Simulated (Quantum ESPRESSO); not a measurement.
NbTi2O5F3, one run as intended and one with a planted mistake

Simulated, not a measurement. The program is pw.x of Quantum ESPRESSO 7.5 (plane-wave density functional theory). The cell is made up: 11 atoms on a rutile lattice with one site empty, with randomly drawn elements, strain and displacements, not relaxed. PseudoDojo standard norm-conserving files (v0.5 for PBE, v0.4.1 for LDA and PBEsol) set the functional; there is no spin polarisation, spin-orbit coupling or dispersion term, and the masses in the input are unused placeholders.

Intended input:

```
&control calculation='scf', pseudo_dir='./dojo.nc.sr.pbe.v0_5.standard.upf', outdir='./o', disk_io='medium', tprnfor=.true., tstress=.true. /
&system ibrav=0, nat=11, ntyp=4, nbnd=50, ecutwfc=84.00895049, nosym=.true., tot_charge=0,
 occupations='smearing', smearing='fd', degauss=0.0018374661
/
&electrons conv_thr=7.350e-09, electron_maxstep=60, /
ATOMIC_SPECIES
F 1.0 F.upf
Nb 1.0 Nb.upf
O 1.0 O.upf
Ti 1.0 Ti.upf
CELL_PARAMETERS angstrom
4.8087 0.0677 -0.0264
0.0677 4.7386 0.0033
-0.0337 0.0043 6.0483
ATOMIC_POSITIONS angstrom
Nb 0.0643 -0.0111 0.0159
Ti -0.0093 -0.0061 3.0439
Ti 2.3921 2.4299 4.547
O 1.4656 1.4641 0.0179
O 3.3884 3.3184 0.017
O 3.8541 0.9856 1.4957
O 0.9883 3.803 1.5042
F 1.4717 1.4473 3.0173
O 3.3719 3.3575 3.0187
F 3.8837 0.9775 4.5314
F 0.9962 3.832 4.5403
K_POINTS automatic
5 5 4 1 1 1
```

The log is shortened where brackets say so; the opening notice, blank lines, dates and the lines on written files are dropped, and the path of the files is cut. It prints rydbergs, bohrs and kilobars, and counts compression as positive stress. Where no state is partly filled, the Fermi energy that it prints is only some level between the filled and the empty states on the mesh, and need not lie in the true gap.

Log of the intended run:

```
     Program PWSCF v.7.5
     Parallel version (MPI & OpenMP), running on       1 processor cores
     Number of MPI processes:                 1
     Threads/MPI process:                     1
     [start-up lines left out]
     bravais-lattice index     =            0
     lattice parameter (alat)  =       9.0882  a.u.
     unit-cell volume          =     929.8368 (a.u.)^3
     number of atoms/cell      =           11
     number of atomic types    =            4
     number of electrons       =        88.00
     number of Kohn-Sham states=           50
     kinetic-energy cutoff     =      84.0090  Ry
     charge density cutoff     =     336.0358  Ry
     scf convergence threshold =      7.3E-09
     mixing beta               =       0.7000
     number of iterations used =            8  plain     mixing
     Exchange-correlation= PBE
                           (   1   4   3   4   0   0   0)
     [axes and pseudopotential details left out]
   Cartesian axes
     site n.     atom                  positions (alat units)
         1        Nb     tau(   1) = (   0.0133701  -0.0023081   0.0033061  )
         2        Ti     tau(   2) = (  -0.0019338  -0.0012684   0.6329263  )
         3        Ti     tau(   3) = (   0.4973957   0.5052556   0.9454699  )
         4        O      tau(   4) = (   0.3047461   0.3044342   0.0037220  )
         5        O      tau(   5) = (   0.7045591   0.6900038   0.0035349  )
         6        O      tau(   6) = (   0.8013933   0.2049384   0.3110049  )
         7        O      tau(   7) = (   0.2054999   0.7907680   0.3127723  )
         8        F      tau(   8) = (   0.3060145   0.3009410   0.6273953  )
         9        O      tau(   9) = (   0.7011282   0.6981339   0.6276864  )
        10        F      tau(  10) = (   0.8075481   0.2032542   0.9422261  )
        11        F      tau(  11) = (   0.2071425   0.7967980   0.9440767  )
     number of k points=    50  Fermi-Dirac smearing, width (Ry)=  0.0018
                       cart. coord. in units 2pi/alat
        k(    1) = (   0.0991518   0.1000048   0.0998739), wk =   0.0400000
        k(    2) = (   0.1002453   0.0998507   0.2986653), wk =   0.0400000
     [further k points left out]
     Dense  grid:    96707 G-vectors     FFT dimensions: (  54,  54,  72)
     Estimated max dynamical RAM per process >     145.21 MB
     Initial potential from superposition of free atoms
     starting charge      87.9945, renormalised to      88.0000
     Starting wfcs are   62 randomized atomic wfcs
     total cpu time spent up to now is       21.6 secs
     per-process dynamical memory:    90.6 Mb
     Self-consistent Calculation
     iteration #  1     ecut=    84.01 Ry     beta= 0.70
     Davidson diagonalization with overlap
     ethr =  1.00E-02,  avg # of iterations =  2.0
     total cpu time spent up to now is       66.2 secs
     total energy              =    -672.01148462 Ry
     estimated scf accuracy    <       6.55422830 Ry
     iteration #  2     ecut=    84.01 Ry     beta= 0.70
     Davidson diagonalization with overlap
     ethr =  7.45E-03,  avg # of iterations =  7.3
     total cpu time spent up to now is      141.4 secs
     total energy              =    -663.11404269 Ry
     estimated scf accuracy    <     139.82050034 Ry
     [iterations 3 to 19 left out]
     iteration # 20     ecut=    84.01 Ry     beta= 0.70
     Davidson diagonalization with overlap
     ethr =  2.19E-11,  avg # of iterations =  5.0
     total cpu time spent up to now is     1235.2 secs
     total energy              =    -675.96709281 Ry
     estimated scf accuracy    <       0.00000003 Ry
     iteration # 21     ecut=    84.01 Ry     beta= 0.70
     Davidson diagonalization with overlap
     ethr =  2.19E-11,  avg # of iterations =  4.4
     total cpu time spent up to now is     1297.3 secs
     End of self-consistent calculation
     [lines on levels left out]
     the Fermi energy is     7.1555 ev
!    total energy              =    -675.96709281 Ry
     estimated scf accuracy    <          3.3E-09 Ry
     smearing contrib. (-TS)   =      -0.00000000 Ry
     internal energy E=F+TS    =    -675.96709281 Ry
     The total energy is F=E-TS. E is the sum of the following terms:
     one-electron contribution =    -288.96927850 Ry
     hartree contribution      =     183.75871844 Ry
     xc contribution           =    -135.08899958 Ry
     ewald contribution        =    -435.66753317 Ry
     convergence has been achieved in  21 iterations
     Forces acting on atoms (cartesian axes, Ry/au):
     atom    1 type  2   force =    -0.01654181    0.01748405    0.45304218
     atom    2 type  4   force =    -0.11187161   -0.05736317   -0.36479670
     atom    3 type  4   force =     0.11030261    0.05076599    0.07738561
     atom    4 type  3   force =    -0.04248494   -0.04725953   -0.12881348
     atom    5 type  3   force =     0.01563055    0.01889485   -0.14885866
     atom    6 type  3   force =     0.10302844   -0.08548295    0.01076920
     atom    7 type  3   force =    -0.06866054    0.07917781    0.00570288
     atom    8 type  1   force =    -0.02480088   -0.02314391    0.05592567
     atom    9 type  3   force =     0.04550606    0.04089736    0.12166834
     atom   10 type  1   force =    -0.04046284    0.03897600   -0.04034758
     atom   11 type  1   force =     0.03035496   -0.03294650   -0.04167746
     Total force =     0.692272     Total SCF correction =     0.000118
     Computing stress (Cartesian axis) and pressure
          total   stress  (Ry/bohr**3)                   (kbar)     P=      -97.68
  -0.00066457  -0.00111255   0.00010854          -97.76     -163.66       15.97
  -0.00111255  -0.00054319   0.00008268         -163.66      -79.91       12.16
   0.00010854   0.00008268  -0.00078420           15.97       12.16     -115.36
     init_run     :     18.71s CPU     21.46s WALL (       1 calls)
     electrons    :   1189.13s CPU   1275.77s WALL (       1 calls)
     forces       :      9.20s CPU      9.38s WALL (       1 calls)
     stress       :     34.44s CPU     34.66s WALL (       1 calls)
     [timing details left out]
     PWSCF        :  20m52.00s CPU  22m24.70s WALL
     JOB DONE.
```

A second run has one planted mistake: two atoms have their elements exchanged. The input lines that differ, file-writing options aside:

```
- O 3.3719 3.3575 3.0187
+ F 3.3719 3.3575 3.0187
- F 3.8837 0.9775 4.5314
+ O 3.8837 0.9775 4.5314
```

Its log:

```
     Program PWSCF v.7.5
     Parallel version (MPI & OpenMP), running on       4 processor cores
     Number of MPI processes:                 4
     Threads/MPI process:                     1
     [start-up lines left out]
     bravais-lattice index     =            0
     lattice parameter (alat)  =       9.0882  a.u.
     unit-cell volume          =     929.8368 (a.u.)^3
     number of atoms/cell      =           11
     number of atomic types    =            4
     number of electrons       =        88.00
     number of Kohn-Sham states=           50
     kinetic-energy cutoff     =      84.0090  Ry
     charge density cutoff     =     336.0358  Ry
     scf convergence threshold =      7.3E-09
     mixing beta               =       0.7000
     number of iterations used =            8  plain     mixing
     Exchange-correlation= PBE
                           (   1   4   3   4   0   0   0)
     [axes and pseudopotential details left out]
   Cartesian axes
     site n.     atom                  positions (alat units)
         1        Nb     tau(   1) = (   0.0133701  -0.0023081   0.0033061  )
         2        Ti     tau(   2) = (  -0.0019338  -0.0012684   0.6329263  )
         3        Ti     tau(   3) = (   0.4973957   0.5052556   0.9454699  )
         4        O      tau(   4) = (   0.3047461   0.3044342   0.0037220  )
         5        O      tau(   5) = (   0.7045591   0.6900038   0.0035349  )
         6        O      tau(   6) = (   0.8013933   0.2049384   0.3110049  )
         7        O      tau(   7) = (   0.2054999   0.7907680   0.3127723  )
         8        F      tau(   8) = (   0.3060145   0.3009410   0.6273953  )
         9        F      tau(   9) = (   0.7011282   0.6981339   0.6276864  )
        10        O      tau(  10) = (   0.8075481   0.2032542   0.9422261  )
        11        F      tau(  11) = (   0.2071425   0.7967980   0.9440767  )
     number of k points=    50  Fermi-Dirac smearing, width (Ry)=  0.0018
                       cart. coord. in units 2pi/alat
        k(    1) = (   0.0991518   0.1000048   0.0998739), wk =   0.0400000
        k(    2) = (   0.1002453   0.0998507   0.2986653), wk =   0.0400000
     [further k points left out]
     Dense  grid:    96707 G-vectors     FFT dimensions: (  54,  54,  72)
     Estimated max dynamical RAM per process >     265.12 MB
     Estimated total dynamical RAM >     989.67 MB
     Initial potential from superposition of free atoms
     starting charge      87.9945, renormalised to      88.0000
     Starting wfcs are   62 randomized atomic wfcs
     total cpu time spent up to now is        4.1 secs
     per-process dynamical memory:   212.3 Mb
     Self-consistent Calculation
     iteration #  1     ecut=    84.01 Ry     beta= 0.70
     Davidson diagonalization with overlap
     ethr =  1.00E-02,  avg # of iterations =  2.0
     total cpu time spent up to now is       10.6 secs
     total energy              =    -672.49244477 Ry
     estimated scf accuracy    <       6.10973503 Ry
     iteration #  2     ecut=    84.01 Ry     beta= 0.70
     Davidson diagonalization with overlap
     ethr =  6.94E-03,  avg # of iterations =  8.6
     total cpu time spent up to now is       24.0 secs
     total energy              =    -664.09588512 Ry
     estimated scf accuracy    <     123.71176698 Ry
     [iterations 3 to 18 left out]
     iteration # 19     ecut=    84.01 Ry     beta= 0.70
     Davidson diagonalization with overlap
     ethr =  5.71E-11,  avg # of iterations =  4.9
     total cpu time spent up to now is      161.8 secs
     total energy              =    -676.09595777 Ry
     estimated scf accuracy    <       0.00000002 Ry
     iteration # 20     ecut=    84.01 Ry     beta= 0.70
     Davidson diagonalization with overlap
     ethr =  2.00E-11,  avg # of iterations =  2.5
     total cpu time spent up to now is      168.7 secs
     End of self-consistent calculation
     [lines on levels left out]
     the Fermi energy is     7.0850 ev
!    total energy              =    -676.09595777 Ry
     estimated scf accuracy    <          4.6E-09 Ry
     smearing contrib. (-TS)   =      -0.00000000 Ry
     internal energy E=F+TS    =    -676.09595777 Ry
     The total energy is F=E-TS. E is the sum of the following terms:
     one-electron contribution =    -285.16680531 Ry
     hartree contribution      =     182.00177710 Ry
     xc contribution           =    -135.11525959 Ry
     ewald contribution        =    -437.81566997 Ry
     convergence has been achieved in  20 iterations
     Forces acting on atoms (cartesian axes, Ry/au):
     atom    1 type  2   force =    -0.07571706    0.08078107    0.32191937
     atom    2 type  4   force =    -0.08709680    0.08160363   -0.28282067
     atom    3 type  4   force =     0.11634326   -0.08257443    0.19123684
     atom    4 type  3   force =    -0.01819457   -0.02196576   -0.13434403
     atom    5 type  3   force =     0.00414164    0.01204197   -0.15529467
     atom    6 type  3   force =     0.09892104   -0.08944480    0.03797270
     atom    7 type  3   force =    -0.05802401    0.05985482    0.03956089
     atom    8 type  1   force =    -0.02581987   -0.02163224    0.04453432
     atom    9 type  1   force =     0.02021468    0.02010491    0.04537774
     atom   10 type  3   force =    -0.01313169    0.00500842   -0.05403996
     atom   11 type  1   force =     0.03836338   -0.04377759   -0.05410252
     Total force =     0.594436     Total SCF correction =     0.000211
     Computing stress (Cartesian axis) and pressure
          total   stress  (Ry/bohr**3)                   (kbar)     P=     -104.74
  -0.00062769  -0.00062453   0.00001380          -92.34      -91.87        2.03
  -0.00062453  -0.00052028   0.00000466          -91.87      -76.54        0.69
   0.00001380   0.00000466  -0.00098800            2.03        0.69     -145.34
     init_run     :      3.87s CPU      4.01s WALL (       1 calls)
     electrons    :    163.84s CPU    164.63s WALL (       1 calls)
     forces       :      1.37s CPU      1.38s WALL (       1 calls)
     stress       :      4.44s CPU      4.45s WALL (       1 calls)
     [timing details left out]
     PWSCF        :   2m53.64s CPU   2m54.68s WALL
     JOB DONE.
```

```
                                            intended run  run with the mistake
                          free energy (eV)     -9197.001             -9198.754
                    smearing term -TS (eV)        0.0000                0.0000
                            pressure (GPa)         -9.77                -10.47
            largest force component (eV/Å)        11.648                 8.277
largest change of a force component (eV/Å)                               3.573
                                iterations            21                    20
```

For scale, a rerun of the intended cell at a cutoff of 1467 eV and k mesh 7 x 7 x 6 moved values by no more than 0.004 eV in energy, 0.04 GPa in stress and 0.002 eV/Å in force.